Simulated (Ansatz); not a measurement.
Pb (fcc, Cu type)

```
Pb
1.0
    0.00000     2.49546     2.49546
    2.49546     0.00000     2.49546
    2.49546     2.49546     0.00000
Pb
1
Direct
  0.00000   0.00000   0.00000
```

The slice is a {100} plane (indices of the conventional cell) through the point (0.000, 0.000, 0.000) (fractional), spanned by u = [100] and v = [0 1 -1] in vectors of this cell: u (3.53 Å) and v (3.53 Å, at 90° to u). It covers one period; positions are fractions (u, v).

Method: r2SCAN (plane waves to 500 eV, PAW, scalar-relativistic; Ansatz, a first-principles code). k mesh 16×16×16. Inside the PAW spheres the values are not all-electron values, and peaks at nuclei hang on which shells count as valence. Pb was relaxed with its symmetry unable to fall. Spin-orbit coupling is left out, though Pb is heavy.

Question: What is the ELF at the midpoint of the shortest Pb–Pb line in this plane (3.53 Å)?

Answer: 0.21.

Question: What is the valence density on the shortest Pb–Pb line in this plane (3.53 Å), at its midpoint?

Answer: 0.12 e/Å³.

Question: Sketch the electrostatic potential energy of an electron, from the cell's mean on this plane as a map.

Answer: 
```
|xxxxxxxx0024677764200xxxxxxx|
|xxxxxxxx0024677764200xxxxxxx|
|xxxxxxxx0035677765300xxxxxxx|
|xxxxxxx001357777753100xxxxxx|
|xxxxxxx002467888764200xxxxxx|
|xxxxxx00145778887754100xxxxx|
|xxxx000135678888876531000xxx|
|0000001356788999887653100000|
|0000124567889999988765421000|
|1123345678899999998876543321|
|4445567788999999999887765544|
|6666777889999999999988777666|
|7777788899999999999998887777|
|7777788899999999999998887777|
|7777788899999999999998887777|
|6666777889999999999988777666|
|4445567788999999999887765544|
|1123345678899999998876543321|
|0000124567889999988765421000|
|0000001356788999887653100000|
|xxxx000135678888876531000xxx|
|xxxxxx00145778887754100xxxxx|
|xxxxxxx002467888764200xxxxxx|
|xxxxxxx001357777753100xxxxxx|
|xxxxxxxx0035677765300xxxxxxx|
|xxxxxxxx0024677764200xxxxxxx|
|xxxxxxxx0024677764200xxxxxxx|
|xxxxxxxx0014677764100xxxxxxx|
```
Scale: ten equal steps from 0.00 (start of '0') to 8.39 (end of '9'), in the order '0123456789'. Values: electrostatic potential energy of an electron, from the cell's mean, in eV. The map has 28 points along u (one character each, u = 0 at the left) and 28 along v (v = 0 in the bottom row). Points within 1 Å of a nucleus are blanked (x), as the pseudised field means little there. Values under 0 eV are set to 0. The zero, the cell's mean, hangs on the PAW cores.
